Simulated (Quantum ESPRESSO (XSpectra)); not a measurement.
## The core hole at the S K edge of Ga2S3 (Cc)

```
CELL_PARAMETERS angstrom
      5.61505    -3.22762     0.00000
      5.61505     3.22762     0.00000
     -3.63457     0.00000     6.04491
ATOMIC_POSITIONS crystal
  Ga 0.73080 0.86346 0.38035
  Ga 0.86346 0.73080 0.88035
  Ga 0.35905 0.55281 0.37094
  Ga 0.55281 0.35905 0.87094
  S  0.74862 0.57148 0.49716
  S  0.57148 0.74862 0.99716
  S  0.41354 0.23946 0.48814
  S  0.23946 0.41354 0.98814
  S  0.90978 0.08900 0.01440
  S  0.08900 0.90978 0.51440
```

Geometry: Materials Project entry mp-539 (a computed structure). The cell is the entry's, not relaxed again.

Absorber: atom 5, S on Wyckoff site a (site symmetry 1), with 1 Ga at 2.31 Å, 1 Ga at 2.32 Å, 1 Ga at 2.33 Å.

Model: LDA, no, half or full core hole, dipole K-edge X-ray absorption, plane waves, Troullier-Martins potentials made with ld1.x, scalar-relativistic, no spin, constant broadening; program: Quantum ESPRESSO (XSpectra).

Full-hole run: 30-atom cell (absorber images 7.0 Å apart), 38 Ry, k meshes 2×2×2 (SCF) and 3×3×3 (spectrum), Lorentzian half width 0.7 eV. The ground-state test found a gap, so occupations are fixed and the excited electron is left out (charged cell on a uniform background); energies count from the highest occupied level. Field directions run: x; y; z, weighted by the site's symmetry in the crystal. Intensities are scaled to a mean of 1 over 0–35 eV.

The half-hole run shares these settings; the run without a hole takes the primitive cell with a 4×4×4 mesh.

```
core hole              mean 0–10 eV  mean 10–20 eV  mean 20–30 eV  highest value below 30 eV
---------------------  ------------  -------------  -------------  -------------------------
none (primitive cell)          1.13           1.01           0.87                        1.6
half                           1.17           0.98           0.87                        1.6
full                           1.17           0.96           0.88                        1.8
```

From no hole to a full hole the mean over the first 10 eV goes from 1.13 through 1.17 to 1.17. The cell size was not varied. Each run counts from its own energy zero.
